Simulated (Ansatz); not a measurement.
Contact densities of NbZn3 against volume

```
CELL_PARAMETERS angstrom
3.93400 0.00000 0.00000
0.00000 3.93400 0.00000
0.00000 0.00000 3.93400
ATOMIC_POSITIONS crystal
Nb 0.00000 0.00000 0.00000
Zn 0.00000 0.50000 0.50000
Zn 0.50000 0.00000 0.50000
Zn 0.50000 0.50000 0.00000
```

Atom numbers follow the list: Nb1, Zn2, Zn3, Zn4.

The cell comes from COD entry 2310977, which wasn't checked; take it as a given geometry.

Spin polarisation is left out, and whether a magnetic state lies lower isn't shown here.

Computed with Ansatz 0.2.0, DFT, PBEsol, all-electron PAW with datasets made for the crystal, scalar-relativistic.

Sampling and basis: a Γ-centred 10×10×10 k mesh, Fermi–Dirac smearing of 0.05 eV, cutoff 260 eV (chosen by the program for this cell), no spin polarisation.

The contact density is the mean electron density over the nuclear volume; its changes set Mössbauer isomer shifts. Changes below are taken from the unscaled cell, where it is 540076 e/Å³ at Nb1, 166354 e/Å³ at Zn2.

The datasets are made afresh for each cell, so very small changes are uncertain.

(1) Does compression raise or lower the contact density at Nb1?

(2) Tabulate the changes with volume.

Answers

(1) It raises it, by 2.81 e/Å³ over the whole range.

(2) 
```tsv
V/V(cell)	P (GPa)	Δρ(0) Nb1 (e/Å³)	Δρ(0) Zn2 (e/Å³)
0.9400	2.7	1.46	1.73
0.9600	-0.3	0.96	1.11
0.9800	-3.0	0.48	0.54
0.9900	-4.3	0.24	0.26
1.0000	-5.4	0.00	0.00
1.0100	-6.5	-0.23	-0.25
1.0200	-7.6	-0.45	-0.50
1.0400	-9.5	-0.91	-0.97
1.0600	-11.2	-1.35	-1.40
```
